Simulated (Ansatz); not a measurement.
Cs₂InAgBr₆:
```
CELL_PARAMETERS angstrom
      0.00000     5.53377     5.53377
      5.53377     0.00000     5.53377
      5.53377     5.53377     0.00000
ATOMIC_POSITIONS crystal
  Cs 0.75000 0.75000 0.75000
  Cs 0.25000 0.25000 0.25000
  In 0.00000 0.00000 0.00000
  Ag 0.50000 0.50000 0.50000
  Br 0.75599 0.24401 0.24401
  Br 0.24401 0.75599 0.75599
  Br 0.24401 0.75599 0.24401
  Br 0.75599 0.24401 0.75599
  Br 0.24401 0.24401 0.75599
  Br 0.75599 0.75599 0.24401
```

Relaxed with r²SCAN.

### Question
Map the electron localisation function on the plane through (0.750, 0.750, 0.750) spanned by u = [1, 0, 0] and v = [-1, 1, 1] in lattice vectors, from r²SCAN (plane waves, PAW; program Ansatz).

### Answer
x is the fraction of u, y of v (the angle between them is 90°; rows are the nearest grid lines); atoms in the plane: Cs at (0.00, 0.00), Cs at (0.00, 0.50), In at (0.50, 0.25), Ag at (0.50, 0.75), Br at (0.50, 0.49), Br at (0.50, 0.01).
```
|  :#@@@#:  :*%@@@+    +@@@%*:  :#@@@#:  |
|*#%@@@%+.  .=#%@@@%##%@@@%#=.  .+%@@@%#*|
|@@@@@%*-    :=*%%@@@@@@%%*=:    -*%@@@@@|
|%%#*-.         ..........         .-*#%%|
|              ..:-====-:..              |
|             ..-+*#%%#*+-..             |
|             .:-+*%@@%*+-:.             |
|              .:=+****+=:.              |
|--:.            ........            .:--|
|@@@@%*-      .:=++****++=:.      -*%@@@@|
|@@@@@%*-    :=*%%@@@@@@%%*=:    -*%@@@@@|
| .=%@@@*:  .*%@@@#:  :#@@@%*.  :*@@@%=  |
|  =%@@@*:  :*%@@@+    +@@@%*:  :*@@@%=. |
|@@@@@%*:    -+#%@@@@@@@@%#+-    :*%@@@@@|
|@@@@%*:     .:=*#%%%%%%#*=:.     :*%@@@@|
|--:.          ............          .:--|
|             ...::....::...             |
|            ...::      ::...            |
|            ...::.    .::...            |
|              ...::::::...              |
|%%#+-.        .:==++++==:.        .-*#%%|
|@@@@@%*:    -+#%@@@@@@@@%#+-    :*%@@@@@|
|*#%@@@%+.  .+#%@@%+--+%@@%#+.  .+%@@@%#*|
|  :#@@@#:  :*%@@@+    +@@@%*:  :#@@@#:  |
```
Scale: ten equal steps from 0.000 (start of ' ') to 0.903 (end of '@'), in the order ' .:-=+*#%@'; x runs from 0.000 to 1.00, y from 0.000 (bottom) to 1.00 (top).

The density is the valence pseudo-density with augmentation charge, so density and ELF within about 1 Å of a nucleus are not all-electron values.

Space group Fm-3m. The workflow started from a Materials Project entry (that database holds measured and hypothetical structures alike); the Crystallography Open Database copy checked does not list it. Its standing as an ambient phase is unchecked. The r²SCAN relaxation kept the symmetry of its start; its stability against distortions is not shown here. The run is not spin-polarised. Spin–orbit coupling is left out wherever it is not named.

Potentials: the later of the program's two PAW sets.
